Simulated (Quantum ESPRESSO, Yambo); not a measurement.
## Quasiparticle gap of K2NaYF6

Space group Fm-3m (No. 225); a = b = c = 8.9166 Å, α = β = γ = 90.00°

| atom | site | symmetry | x | y | z |
|---|---|---|---|---|---|
| F | 24e | 4m.m | 0.0000 | 0.0000 | 0.2444 |
| Na | 4b | m-3m | 0.5000 | 0.5000 | 0.5000 |
| K | 8c | -43m | 0.2500 | 0.2500 | 0.2500 |
| Y | 4a | m-3m | 0.0000 | 0.0000 | 0.0000 |
(The calculation used a cell of 10 atoms; values per cell refer to that cell.)

The geometry is that of Materials Project entry mp-13799, symmetrised and not relaxed again.

Starting point: PBEsol (pw.x of Quantum ESPRESSO, ONCV potentials, without SOC). G0W0 in Yambo: 2×2×2 Γ-centred k mesh, bands 2 to 334 and a 8 Ry block in the screening, 334 bands in G with the Bruneval-Gonze terminator, plasmon pole fitted at 27.2 eV.

| Quantity | Result |
|---|---|
| PBEsol gap along the band path | 6.16 eV |
| PBEsol gap between the mesh's edge points (Γ → Γ) | 6.16 eV |
| G0W0 gap between the same points | 9.88 eV |

```tsv
k point	band	E PBEsol (eV)	E QP (eV)	shift (eV)	Z
Γ	VB	0.00	-2.51	-2.51	0.81
Γ	CB	6.16	7.38	1.22	0.90
L	VB	-0.15	-2.69	-2.54	0.81
L	CB	7.99	9.46	1.47	0.89
X	VB	-0.01	-2.51	-2.50	0.81
X	CB	8.31	9.83	1.52	0.89
```

Energies count from the PBEsol valence-band maximum.

Nearest settings tried, and what they do to the gap: 215 bands in G: +8 meV; 3 Ry block (137 vectors against 531): +193 meV. Not varied: bands in W, mesh. So the settings aren't converged at that level. The k mesh is coarse.

The structure is a Materials Project entry; no match was found in the copy of COD used, and its stability was not checked.
